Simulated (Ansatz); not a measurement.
A trial structure of ScPdC6N6 was built thus: cyanide-bridged rock-salt net of two metals, 0 guest cations a cell (Fm-3m, No. 225). The dimensions are guesses.

```cif
data_structure
_symmetry_space_group_name_H-M 'Fm-3m'
_symmetry_Int_Tables_number 225
_cell_length_a 10.4560
_cell_length_b 10.4560
_cell_length_c 10.4560
_cell_angle_alpha 90.000
_cell_angle_beta 90.000
_cell_angle_gamma 90.000
_cell_volume 1143.13
loop_
_atom_site_label
_atom_site_type_symbol
_atom_site_symmetry_multiplicity
_atom_site_Wyckoff_symbol
_atom_site_fract_x
_atom_site_fract_y
_atom_site_fract_z
_atom_site_occupancy
Sc1 Sc 4 b 0.50000 0.00000 0.00000 1
Pd1 Pd 4 a 0.00000 0.00000 0.00000 1
C1 C 24 e 0.18535 0.00000 0.00000 1
N1 N 24 e 0.29725 0.00000 0.00000 1
```

Theory: Ansatz 0.2.0, DFT PBE, scalar-relativistic, plane waves, PAW. Cutoff 420 eV, Gaussian smearing, Γ-centred meshes. Cell and atoms relax first on a coarse mesh and then on a finer one. In between, the cell is made exact in the group found at 0.06 Å. In metals the finer mesh still leaves noise of several meV/atom or more. The steps can't lower the symmetry of their start. Collinear spin is switched on along the way, since trial moments persisted in a coarse test.

A guess keeps its type if space group and coordination stay and the shape of the cell changes little (axis ratios within about 15 %, angles within 6°); the volume may change.

Task: Does this structure survive the relaxation?

Result: It keeps its type. The symmetry stays Fm-3m (No. 225). The volume per atom grows by 14.1 %, from 20.4 to 23.3 Å³. The shortest distance stays 1.17 Å (C–N). Counting neighbours within 15 % of an atom's shortest distance, the start has C 1, N 1, Pd 6, Sc 6 and the end C 1, N 1, Pd 6, Sc 6.

The zero of energy is the elements' standard structures at the same level (N₂ as a molecule); no fitted shifts are applied.

Task: At what energy does it end?

Result: +0.19 eV/atom. A positive value: parting into the elements would lower its energy.

The last run used collinear spin, a 6×6×6 mesh for its 14-atom cell and Gaussian smearing of 0.10 eV. The reference form of C is held partly by dispersion forces, which this level lacks. Another magnetic order may lie lower. Symmetry constrained the relaxation, so the result can be a saddle point.
